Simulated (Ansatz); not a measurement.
SiO₂ (rutile)

```
CELL_PARAMETERS angstrom
      4.23588     0.00000     0.00000
      0.00000     4.23588     0.00000
      0.00000     0.00000     2.68991
ATOMIC_POSITIONS crystal
  Si 0.50000 0.50000 0.50000
  Si 0.00000 0.00000 0.00000
  O  0.80699 0.80699 0.50000
  O  0.30699 0.69301 0.00000
  O  0.69301 0.30699 0.00000
  O  0.19301 0.19301 0.50000
```

The volume is varied about the relaxed value V₀ at fixed cell shape. The atoms relax within the cell's symmetry.

Method: PBE (plane waves to 420 eV, PAW, scalar-relativistic; Ansatz, an electronic-structure program). k mesh 8×8×12 (Γ-centred), Fermi-Dirac smearing 0.05 eV. The energy includes the smearing's −TS. Stress and pressure are positive under compression. With the shape held, the modulus is that of even scaling; a crystal free to change shape is softer. SiO2 was relaxed with its symmetry unable to fall. The PAW data are Ansatz's earlier set. ΔE is measured from the relaxed starting cell.

```
V (Å³/atom)  ΔE (meV/atom)
-----------  -------------
6.757                244.6
7.079                126.7
7.401                 52.0
7.722                 12.0
8.044                  0.0
8.366                 10.4
8.688                 38.8
9.009             withheld
9.331                135.5
```

Problem. Fit a third-order Birch-Murnaghan form (E₀, V₀, B₀, B₀′ free) to the given rows and predict ΔE at V = 9.009.

Solution. Least squares on the 8 given rows: ΔE = E₀ + (9V₀B₀/16)·y²·[2 + (B₀′ − 4)y], y = (V₀/V)^(2/3) − 1, with V₀ = 8.045 Å³/atom, B₀ = 276.7 GPa (160.2 GPa = 1 eV/Å³; the term in eV is multiplied by 1000), B₀′ = 4.45, E₀ = 0.09 meV/atom; root-mean-square residual 0.14 meV/atom. At 9.009 the fit gives 81.3 meV/atom; the calculation gives 81.5 meV/atom, so the interpolation is off by -0.2 (-0.2 %). For the pressure the fit gives -24.4 GPa against the computed -24.3 GPa.

(A scan under strain: stresses follow from slopes of the energy per volume, elastic moduli from its curvatures.)
